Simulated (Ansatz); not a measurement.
# Ta (Im-3m), trigonal deformation path

All numbers below come from Ansatz 0.2.0, DFT r2SCAN, scalar-relativistic, plane waves, PAW. Cutoff 500 eV, Γ-centred 22×22×22 k-points, Gaussian smearing of 0.15 eV. Spin–orbit coupling is left out, which can shift energies with elements as heavy as these. No spin polarisation. Energies are free energies at this smearing, counted from the undisturbed cell; pressure is positive in compression.

Zero of the scan (as given, not relaxed at this level; it stands at 0.6 GPa):

```
Ta
1.0
    -1.65128    1.65128    1.65128
     1.65128   -1.65128    1.65128
     1.65128    1.65128   -1.65128
Ta
1
Cartesian
  0.0000 0.0000 0.0000
```

At fixed volume and fractional coordinates, lengths along (0.577, 0.577, 0.577) are scaled against those across it; ρ is that ratio over its starting value. The cell is metallic on the mesh throughout. At ρ = 2.000 the cell becomes cubic (Pm-3m), and there the slope of the energy vanishes by symmetry.

| ρ | ΔE (meV/atom) | pressure (GPa) |
| --- | --- | --- |
| 0.500 | 9132.4 | 180.6 |
| 0.600 | 3313.1 | 68.7 |
| 0.710 | 986.8 | 22.6 |
| 0.850 | 129.2 | 3.6 |
| 0.930 | 25.5 | 0.9 |
| 1.000 | 0.0 | 0.6 |
| 1.080 | 33.7 | 0.9 |
| 1.200 | 147.4 | 2.9 |
| 1.410 | 515.5 | 10.2 |
| 1.700 | 1104.4 | 18.5 |
| 2.000 | 1339.2 | 22.2 |